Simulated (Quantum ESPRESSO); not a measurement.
# Kohn-Sham bands of MgTe (zinc blende)

```
CELL_PARAMETERS angstrom
      0.00000     3.23200     3.23200
      3.23200     0.00000     3.23200
      3.23200     3.23200     0.00000
ATOMIC_POSITIONS crystal
  Mg 0.00000 0.00000 0.00000
  Te 0.25000 0.25000 0.25000
```

Materials Project entry mp-13033; symmetrised, unrelaxed at this level. Not found in the COD (Crystallography Open Database) copy used, which has the formula in other groups; not checked further. Computed values, not measurements, from PBEsol: Quantum ESPRESSO (norm-conserving PseudoDojo potentials, cutoff 68 Ry, no spin polarisation, no spin-orbit coupling) on a Γ-centred 8×8×8 mesh, then Wannier90. Density: 8×8×8 mesh, cold smearing 0.01 Ry. Spin-orbit coupling is left out although heavy elements are present.

Energies are relative to the valence-band maximum; weights are on the orthonormalised atomic waves of the pseudopotential files, averaged over the group. 26 electrons a cell are treated as valence.

```tsv
bands	from (eV)	to (eV)	filling	weight on atomic waves
1	-74.84	-74.84	filled	[?]
2–4	-41.77	-41.77	filled	[?]
5–9	-35.10	-35.09	filled	[?]
10	-10.23	-9.44	filled	[?]
11–13	-3.24	0.00	filled	[?]
```

Question: Which atomic shells make up each group?

Answer: 
- 1, weight on atomic waves: Mg 2s 100 %
- 2–4, weight on atomic waves: Mg 2p 100 %
- 5–9, weight on atomic waves: Te 4d 100 %
- 10, weight on atomic waves: Te 5s 90 %, Mg 3s 10 %
- 11–13, weight on atomic waves: Te 5p 88 %, Mg 3s 9 %

The Kohn-Sham gap over both meshes and the path is 2.29 eV.
